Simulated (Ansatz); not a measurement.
MgO (rock salt)

```yaml
crystal:
  lattice:
    - [0.00000, 4.25375, 4.25375]
    - [2.12687, 2.12687, 4.25375]
    - [2.12687, 2.12687, 0.00000]
  atoms:
    - { symbol: O, position: [0.00000, 0.00000, 0.00000] }
    - { symbol: O, position: [0.50000, 0.00000, 0.00000] }
    - { symbol: Mg, position: [0.00000, 0.50000, 0.50000] }
    - { symbol: Mg, position: [0.50000, 0.50000, 0.50000] }
```

The atoms are displaced by Q × the pattern below (from a DFPT mode at X = (0.5, 0.5, 0.0), largest move 1; Q in Å), at fixed cell. (q is in reciprocal vectors of the primitive cell; the cell shown is doubled to hold the pattern.)

| atom | x | y | z |
|---|---|---|---|
| O1 | 0.000 | 0.000 | -1.000 |
| O2 | 0.000 | 0.000 | 1.000 |
| Mg3 | 0.000 | 0.000 | -0.091 |
| Mg4 | 0.000 | 0.000 | 0.091 |

Method: PBE (plane waves to 420 eV, PAW, scalar-relativistic; Ansatz, a program for electronic structure). k mesh 13×13×13 (Γ-centred), Fermi-Dirac smearing 0.05 eV. MgO was relaxed with its symmetry unable to fall. 

```csv
Q (Å),−dE/dQ from forces (eV/Å)
-0.180,6.214
-0.150,5.106
-0.120,4.037
-0.090,3.000
-0.060,1.987
-0.030,0.990
0.000,0.000
0.030,-0.990
0.060,-1.987
0.090,-3.000
0.120,-4.037
0.150,-5.106
0.180,-6.214
```

Task: What harmonic wavenumber does the curvature at Q = 0 give?

Result: 526 cm⁻¹. E″ = 32.94 eV/Å², M = Σ mᵢ|uᵢ|² = 32.4 u, ν̃ = 521.5·√(|E″|/M).

(A displaced cell: forces are minus the slopes of the energy, force constants its curvatures, and phonons follow from these.)
